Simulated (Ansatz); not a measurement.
V (bcc (W type)), relaxed with PBE (Ansatz, a quantum-chemistry and plane-wave program, plane waves, PAW): a = 2.997 Å, b = 2.997 Å, c = 2.997 Å, α = 90.00°, β = 90.00°, γ = 90.00°.

```
Quantity              Result
--------------------  ------
B₀ by P(V) fit (GPa)     182
```

**Question.** The same phase is relaxed and computed with LDA in the same code. What are the cell and these values now?

**Answer.** a = b = c = 2.9260 Å, α = β = γ = 90.00°.

- B₀ by P(V) fit (GPa): 210

All cells were relaxed under the symmetry of their starts (and spin orders); stability against distortions was not tested throughout. Rows with no word on spin ran without spin polarisation.

Potentials: the earlier of the program's two PAW sets.

Ansatz is a plane-wave DFT program.
